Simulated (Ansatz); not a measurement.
**Structure relaxation, ZnCu$_{2}$SnSe$_{4}$**

The start is a generated trial cell of ZnCu2SnSe4 in the stannite structure type. The cell and all atomic positions are relaxed at zero pressure with r2SCAN (plane waves to 500 eV, PAW, scalar-relativistic; Ansatz, an electronic-structure program). The first steps use a coarse 6×6×6 k-mesh.

Input geometry:
```
CELL_PARAMETERS angstrom
     -2.86572     2.86572     5.62910
      2.86572    -2.86572     5.62910
      2.86572     2.86572    -5.62910
ATOMIC_POSITIONS crystal
  Cu 0.25000 0.75000 0.50000
  Cu 0.75000 0.25000 0.50000
  Zn 0.00000 0.00000 0.00000
  Se 0.37700 0.88700 0.00000
  Se 0.11300 0.11300 0.49000
  Se 0.62300 0.62300 0.51000
  Se 0.88700 0.37700 0.00000
  Sn 0.50000 0.50000 0.00000
```

### Question
Which atoms feel the largest initial force, and how large is it?

### Answer
About 0.4 eV/Å, on Se4, Se5, Se6, Se7 (atoms numbered as listed).

### Question
How much energy is released per atom?

### Answer
0.01 eV/atom.

### Question
What band gap does the relaxed structure have at this level?

### Answer
Zero (the bands touch at this level, without spin-orbit coupling).

### Question
What does it relax into? Give the structure.

### Answer

Space group I-42m (No. 121); a = 5.6909 Å, b = 5.6909 Å, c = 11.4122 Å, α = 90.00°, β = 90.00°, γ = 90.00°

| atom | site | symmetry | x | y | z |
|---|---|---|---|---|---|
| Cu | 4d | -4.. | 0.0000 | 0.5000 | 0.2500 |
| Zn | 2a | -42m | 0.0000 | 0.0000 | 0.0000 |
| Se | 8i | ..m | 0.2589 | 0.2589 | 0.3657 |
| Sn | 2b | -42m | 0.0000 | 0.0000 | 0.5000 |
(The calculation used a cell of 8 atoms; values per cell refer to that cell.)

The space group stays I-42m (No. 121) (the run could not lower it); the end is AFLOW prototype A2BC4D_tI16_121_d_a_i_b (H2_6, as in FeCu2SnS4), with 8 atoms in the primitive cell. Final values are on a 8×8×8 k-mesh of the relaxed cell. No spin polarisation in the result.

The run could not lose the symmetry of its start; a randomly shaken copy of 8 atoms returns to this structure.

The first start was generated by placing the elements on the sites of a structure type. A measured structure of ZnCu2SnSe4 has the same space group, I-42m (No. 121); the sites were not compared with it. Another known form has space group No. 82.
